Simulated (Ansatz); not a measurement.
Consider the following.

HfO2:
Space group Fm-3m (No. 225); a = b = c = 5.002 Å, α = β = γ = 90.00°

| atom | site | symmetry | x | y | z |
|---|---|---|---|---|---|
| Hf | 4a | m-3m | 0.0000 | 0.0000 | 0.0000 |
| O | 8c | -43m | 0.2500 | 0.2500 | 0.2500 |
(The calculation used a cell of 3 atoms; values per cell refer to that cell.)

This is the LDA-relaxed structure.

Question: All from LDA (plane waves, PAW; program Ansatz), unless another level is named. Give the highest zone-centre frequency (without LO–TO term).

Answer: 596 cm⁻¹.

Question: Next, the bulk modulus (Birch–Murnaghan fit)?

Answer: 282 GPa.

Question: Give the elastic constants (relaxed ions, GPa).

Answer: C11 = 606, C12 = 120, C44 = 75.0.

This is a known high-temperature phase of the composition, computed here at zero pressure and temperature. The cell was relaxed with LDA under the symmetry of its start. At this level the phase is dynamically unstable (imaginary phonons). The run is not spin-polarised. Spin–orbit coupling is left out wherever it is not named.

Potentials: the earlier of the program's two PAW sets. The files were generated under PBE; for other functionals the program regenerates the frozen cores, and for LDA and PBEsol the local potential too.
